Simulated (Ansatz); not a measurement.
The relaxed structure here is a generated cell of MoS2: the first start was made by placing the elements on the sites of a structure type, and the end was not matched to a known phase here, so it may be hypothetical. Known forms of MoS2 include space group No. 160, 194.

A relaxed structure of MoS2. All values below come from PBEsol (plane waves to 420 eV, PAW, scalar-relativistic; Ansatz, a first-principles code).

```
CELL_PARAMETERS angstrom
      8.26294     0.00000     0.00000
      0.00000     4.03698     0.00000
      0.00000     0.00000     6.02122
ATOMIC_POSITIONS crystal
  S  0.49456 0.75000 0.28657
  S  0.99456 0.75000 0.21343
  S  0.00544 0.25000 0.78657
  S  0.50544 0.25000 0.71343
  S  0.70639 0.75000 0.91129
  S  0.20639 0.75000 0.58871
  S  0.79361 0.25000 0.41129
  S  0.29361 0.25000 0.08871
  Mo 0.91220 0.75000 0.59120
  Mo 0.41220 0.75000 0.90880
  Mo 0.58780 0.25000 0.09120
  Mo 0.08780 0.25000 0.40880
```

Problem. Determine the symmetry and give the standard cell with its independent sites.

Solution. Space group Pnma (No. 62); a = 8.2629 Å, b = 4.0370 Å, c = 6.0212 Å, α = 90.00°, β = 90.00°, γ = 90.00°

| atom | site | symmetry | x | y | z |
|---|---|---|---|---|---|
| S | 4c | .m. | 0.0054 | 0.2500 | 0.7866 |
| S | 4c | .m. | 0.2936 | 0.2500 | 0.0887 |
| Mo | 4c | .m. | 0.0878 | 0.2500 | 0.4088 |

Problem. Give the shortest distances between elements (the closest pairs, up to four, under 3.6 Å).

Solution. Mo–S 2.37 Å; Mo–Mo 2.72 Å; S–S 2.86 Å.

```json
{
 "volume_per_atom": "16.74 Å³",
 "band_gap": "no gap (metallic)"
}
```

No spin polarisation in the result.

The run could not lose the symmetry of its start: the end is stationary, and may be a saddle point rather than a minimum.
